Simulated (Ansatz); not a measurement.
Structure relaxation, Fe

The start is a generated cell, Fe placed in the AFLOW prototype A_tI2_139_a (A6, as in In). The structure is fully relaxed (lattice and positions, P = 0) with r2SCAN (plane waves to 500 eV, PAW, scalar-relativistic; Ansatz, an electronic-structure program). The first steps use a coarse 16×16×16 k-mesh.

The start:
```
CELL_PARAMETERS angstrom
     -1.40072     1.40072     1.50610
      1.40072    -1.40072     1.50610
      1.40072     1.40072    -1.50610
ATOMIC_POSITIONS crystal
  Fe 0.00000 0.00000 0.00000
```
Spin-polarised start, with parallel moments on Fe.

Q: What symmetry does the relaxed structure have?

A: The space group goes from I4/mmm (No. 139) to Im-3m (No. 229); the end is bcc (W type), with 1 atom in the primitive magnetic cell.

Q: How does the volume per atom move from start to end?

A: -0.5 %, from 11.82 to 11.76 Å³/atom.

Q: How do the shortest distances between atoms change?

A: The closest pairs of elements (up to four, under 3.6 Å), start → end: Fe–Fe 2.49 → 2.48 Å.

Q: What band gap does the relaxed structure have at this level?

A: No gap (metallic).

Q: What magnetic moments remain?

A: Net 2.64 μB/atom, ferromagnetic.

Final values are on a 23×23×23 k-mesh of the relaxed cell. Spin state reached: ferromagnetic (net 2.64 μB/atom), from parallel starting moments; other spin orders were not run from this start. r2SCAN tends to overstate moments in metals.

The run could not lose the symmetry of its start; a randomly shaken copy of 2 atoms returns to this structure.
